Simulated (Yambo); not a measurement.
Yambo run on RbBr (CsCl type, space group Pm-3m, No. 221) under isotropic strain of -1.5 % on all lattice vectors. The wavefunctions come from this Quantum ESPRESSO step (PBEsol, PseudoDojo standard norm-conserving files, scalar-relativistic):

```
&CONTROL
  calculation = 'nscf'
  pseudo_dir = './pseudo'
  outdir = './out'
/
&SYSTEM
  ibrav = 0
  nat = 2
  ntyp = 2
  ecutwfc = 46.0
  ecutrho = 184.0
  occupations = 'fixed'
  force_symmorphic = .true.
  nbnd = 156
/
&ELECTRONS
  conv_thr = 2e-09
  diago_full_acc = .true.
  diago_thr_init = 1e-08
/
ATOMIC_SPECIES
Br 79.9040 Br.upf
Rb 85.4678 Rb.upf
CELL_PARAMETERS angstrom
  4.010600723947   0.000000000000   0.000000000000
  0.000000000000   4.010600723947   0.000000000000
  0.000000000000   0.000000000000   4.010600723947
ATOMIC_POSITIONS crystal
Br   0.500000000000   0.500000000000   0.500000000000
Rb   0.000000000000   0.000000000000   0.000000000000
K_POINTS automatic
4 4 4 0 0 0
```

Yambo input:

```
rim_cut
gw0
dyson
el_el_corr
HF_and_locXC
ppa
em1d
RandQpts= 1000000
RandGvec= 1 Ry
EXXRLvcs= 46 Ry
VXCRLvcs= 184 Ry
Chimod= "HARTREE"
% BndsRnXp
 1 | 155 |
%
NGsBlkXp= 10 Ry
% LongDrXp
 1.0 | 1.0 | 1.0 |
%
PPAPntXp= 27.2114 eV
% GbndRnge
 1 | 155 |
%
GTermKind= "BG"
DysSolver= "n"
ExtendOut
% QPkrange
 1 | 1 | 8 | 9 |
 6 | 6 | 8 | 9 |
 10 | 10 | 8 | 9 |
%
```

k points by index: 1 = Γ, 6 = M, 10 = R.

The o-*.qp file then holds:

```
#    K-point    Band    Eo [eV]    E [eV]    E-Eo [eV]    Vxc [eV]    Vnlxc [eV]    Sc|Eo [eV]    Sc|E [eV]    dSc/dw|Eo [eV]    Re(Z)    Im(Z)
#
    1    8    -0.156353    -1.914851    -1.758498    -12.80929    -16.58863    1.625872    2.020849    -6.111528    0.816595    -0.001370
    1    9    4.200442    4.913677    0.713235    -8.051697    -3.885934    -3.338951    -3.452529    -4.332677    0.862646    -0.915333E-3
    6    8    0.000000    -1.735270    -1.735270    -12.87345    -16.61767    1.618934    2.008948    -6.115517    0.816497    -0.001360
    6    9    5.199171    6.007207    0.808036    -7.810169    -3.570253    -3.304453    -3.431880    -4.290740    0.863794    -0.915739E-3
    10    8    -1.589237    -3.447817    -1.858580    -11.47863    -15.64484    1.868146    2.307621    -6.433607    0.808775    -0.001958
    10    9    8.396695    9.262606    0.865911    -8.579232    -4.035918    -3.537302    -3.677402    -4.402407    0.860744    -0.510653E-3
```
(The two width columns are left out.) Convergence of these settings isn't established.

Spin-orbit coupling is not included.

Geometry strained from the cell relaxed with PBEsol, atoms relaxed again.

This is not the ordinary phase of the substance; no match was found in the copy of COD used, and its stability was not checked.
